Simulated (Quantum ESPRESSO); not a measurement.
## Al2GaInP4 (input and log of a self-consistent run)

Simulated, not a measurement. The program is pw.x of Quantum ESPRESSO 7.5 (plane-wave density functional theory). The cell is made up: 8 atoms on a zincblende/diamond lattice, with randomly drawn elements, strain and displacements, not relaxed. PseudoDojo standard norm-conserving files (v0.5 for PBE, v0.4.1 for LDA and PBEsol) set the functional; there is no spin polarisation, spin-orbit coupling or dispersion term, and the masses in the input are unused placeholders.

Input:

```
&control calculation='scf', pseudo_dir='./dojo.nc.sr.pbe.v0_5.standard.upf', outdir='./o', disk_io='low', tprnfor=.true., tstress=.true. /
&system ibrav=0, nat=8, ntyp=4, nbnd=32, ecutwfc=79.96652505, nosym=.true., tot_charge=0,
 occupations='smearing', smearing='fd', degauss=0.0018374661
/
&electrons conv_thr=7.350e-09, electron_maxstep=60, /
ATOMIC_SPECIES
Al 1.0 Al.upf
Ga 1.0 Ga.upf
In 1.0 In.upf
P 1.0 P.upf
CELL_PARAMETERS angstrom
5.5568 0.0139 0.0057
0.0139 5.6028 0.0504
0.0057 0.0504 5.7449
ATOMIC_POSITIONS angstrom
Al 0.0823 0.081 0.2039
Al -0.0346 2.8701 2.6803
Ga 2.801 0.1197 2.843
In 2.8307 2.7603 0.069
P 1.2648 1.4891 1.4379
P 1.4078 4.2673 4.2922
P 4.1795 1.5422 4.2764
P 4.2458 4.2707 1.5071
K_POINTS automatic
4 4 4 1 1 1
```

The log is shortened where brackets say so; the opening notice, blank lines, dates and the lines on written files are dropped, and the path of the files is cut. It prints rydbergs, bohrs and kilobars, and counts compression as positive stress.

```
     Program PWSCF v.7.5
     Parallel version (MPI & OpenMP), running on       4 processor cores
     Number of MPI processes:                 4
     Threads/MPI process:                     1
     [start-up lines left out]
     bravais-lattice index     =            0
     lattice parameter (alat)  =      10.5009  a.u.
     unit-cell volume          =    1206.9008 (a.u.)^3
     number of atoms/cell      =            8
     number of atomic types    =            4
     number of electrons       =        52.00
     number of Kohn-Sham states=           32
     kinetic-energy cutoff     =      79.9665  Ry
     charge density cutoff     =     319.8661  Ry
     scf convergence threshold =      7.3E-09
     mixing beta               =       0.7000
     number of iterations used =            8  plain     mixing
     Exchange-correlation= PBE
                           (   1   4   3   4   0   0   0)
     [axes and pseudopotential details left out]
   Cartesian axes
     site n.     atom                  positions (alat units)
         1        Al     tau(   1) = (   0.0148106   0.0145767   0.0366936  )
         2        Al     tau(   2) = (  -0.0062266   0.5165004   0.4823442  )
         3        Ga     tau(   3) = (   0.5040652   0.0215411   0.5116235  )
         4        In     tau(   4) = (   0.5094100   0.4967409   0.0124172  )
         5        P      tau(   5) = (   0.2276122   0.2679770   0.2587631  )
         6        P      tau(   6) = (   0.2533463   0.7679392   0.7724202  )
         7        P      tau(   7) = (   0.7521388   0.2775328   0.7695768  )
         8        P      tau(   8) = (   0.7640701   0.7685510   0.2712163  )
     number of k points=    32  Fermi-Dirac smearing, width (Ry)=  0.0018
                       cart. coord. in units 2pi/alat
        k(    1) = (   0.1245710   0.1225883   0.1197086), wk =   0.0625000
        k(    2) = (   0.1243284   0.1204135   0.3615433), wk =   0.0625000
     [further k points left out]
     Dense  grid:   116601 G-vectors     FFT dimensions: (  60,  64,  64)
     Estimated max dynamical RAM per process >     206.57 MB
     Estimated total dynamical RAM >     740.87 MB
     Initial potential from superposition of free atoms
     starting charge      51.9880, renormalised to      52.0000
     Starting wfcs are   42 randomized atomic wfcs
     total cpu time spent up to now is        5.0 secs
     per-process dynamical memory:   147.0 Mb
     Self-consistent Calculation
     iteration #  1     ecut=    79.97 Ry     beta= 0.70
     Davidson diagonalization with overlap
     ethr =  1.00E-02,  avg # of iterations =  4.1
     Threshold (ethr) on eigenvalues was too large:
     Diagonalizing with lowered threshold
     Davidson diagonalization with overlap
     ethr =  7.46E-04,  avg # of iterations =  2.0
     total cpu time spent up to now is       18.2 secs
     total energy              =    -350.59461030 Ry
     estimated scf accuracy    <       0.39802955 Ry
     iteration #  2     ecut=    79.97 Ry     beta= 0.70
     Davidson diagonalization with overlap
     ethr =  7.65E-04,  avg # of iterations =  2.0
     total cpu time spent up to now is       24.9 secs
     total energy              =    -350.68744514 Ry
     estimated scf accuracy    <       0.11163278 Ry
     iteration #  3     ecut=    79.97 Ry     beta= 0.70
     Davidson diagonalization with overlap
     ethr =  2.15E-04,  avg # of iterations =  3.5
     total cpu time spent up to now is       32.0 secs
     total energy              =    -350.70973262 Ry
     estimated scf accuracy    <       0.00760016 Ry
     iteration #  4     ecut=    79.97 Ry     beta= 0.70
     Davidson diagonalization with overlap
     ethr =  1.46E-05,  avg # of iterations = 10.2
     total cpu time spent up to now is       41.7 secs
     total energy              =    -350.71183212 Ry
     estimated scf accuracy    <       0.00136377 Ry
     iteration #  5     ecut=    79.97 Ry     beta= 0.70
     Davidson diagonalization with overlap
     ethr =  2.62E-06,  avg # of iterations =  6.2
     total cpu time spent up to now is       49.3 secs
     total energy              =    -350.71203588 Ry
     estimated scf accuracy    <       0.00008511 Ry
     iteration #  6     ecut=    79.97 Ry     beta= 0.70
     Davidson diagonalization with overlap
     ethr =  1.64E-07,  avg # of iterations =  2.7
     total cpu time spent up to now is       55.6 secs
     total energy              =    -350.71205254 Ry
     estimated scf accuracy    <       0.00001198 Ry
     iteration #  7     ecut=    79.97 Ry     beta= 0.70
     Davidson diagonalization with overlap
     ethr =  2.30E-08,  avg # of iterations =  3.8
     total cpu time spent up to now is       64.1 secs
     total energy              =    -350.71205684 Ry
     estimated scf accuracy    <       0.00000102 Ry
     iteration #  8     ecut=    79.97 Ry     beta= 0.70
     Davidson diagonalization with overlap
     ethr =  1.97E-09,  avg # of iterations =  2.8
     total cpu time spent up to now is       71.5 secs
     total energy              =    -350.71205712 Ry
     estimated scf accuracy    <       0.00000008 Ry
     iteration #  9     ecut=    79.97 Ry     beta= 0.70
     Davidson diagonalization with overlap
     ethr =  1.61E-10,  avg # of iterations =  3.9
     total cpu time spent up to now is       79.7 secs
     total energy              =    -350.71205717 Ry
     estimated scf accuracy    <       0.00000002 Ry
     iteration # 10     ecut=    79.97 Ry     beta= 0.70
     Davidson diagonalization with overlap
     ethr =  4.23E-11,  avg # of iterations =  2.1
     total cpu time spent up to now is       85.8 secs
     End of self-consistent calculation
     [lines on levels left out]
!    total energy              =    -350.71205717 Ry
     estimated scf accuracy    <          2.4E-09 Ry
     smearing contrib. (-TS)   =      -0.00000000 Ry
     internal energy E=F+TS    =    -350.71205717 Ry
     The total energy is F=E-TS. E is the sum of the following terms:
     one-electron contribution =    -159.02439526 Ry
     hartree contribution      =     111.02093586 Ry
     xc contribution           =    -102.71634085 Ry
     ewald contribution        =    -199.99225692 Ry
     convergence has been achieved in  10 iterations
     Forces acting on atoms (cartesian axes, Ry/au):
     atom    1 type  1   force =    -0.03482828   -0.04399355   -0.11019778
     atom    2 type  1   force =     0.01563928    0.00407050    0.11075675
     atom    3 type  2   force =    -0.00948765   -0.01240261    0.03146815
     atom    4 type  3   force =    -0.01210099    0.04558777   -0.02417039
     atom    5 type  4   force =     0.04640597   -0.02211427    0.04441393
     atom    6 type  4   force =    -0.02979567    0.02712222   -0.00841217
     atom    7 type  4   force =     0.05662521   -0.05240971   -0.03060113
     atom    8 type  4   force =    -0.03245787    0.05413964   -0.01325735
     Total force =     0.221861     Total SCF correction =     0.000107
     Computing stress (Cartesian axis) and pressure
          total   stress  (Ry/bohr**3)                   (kbar)     P=       12.95
   0.00015963  -0.00003881  -0.00003814           23.48       -5.71       -5.61
  -0.00003881   0.00014607   0.00001068           -5.71       21.49        1.57
  -0.00003814   0.00001068  -0.00004163           -5.61        1.57       -6.12
     init_run     :      4.60s CPU      4.81s WALL (       1 calls)
     electrons    :     80.27s CPU     80.86s WALL (       1 calls)
     forces       :      1.41s CPU      1.44s WALL (       1 calls)
     stress       :      4.70s CPU      4.84s WALL (       1 calls)
     [timing details left out]
     PWSCF        :   1m31.22s CPU   1m32.25s WALL
     JOB DONE.
```

In other units: free energy -4771.681 eV for the cell, pressure 1.29 GPa, largest force component 2.848 eV/Å. A rerun of a related cell, with the same atoms placed differently, at 1377 eV and a 6 x 6 x 6 mesh moved values by no more than 0.006 eV in energy, 0.02 GPa in stress and 0.003 eV/Å in force.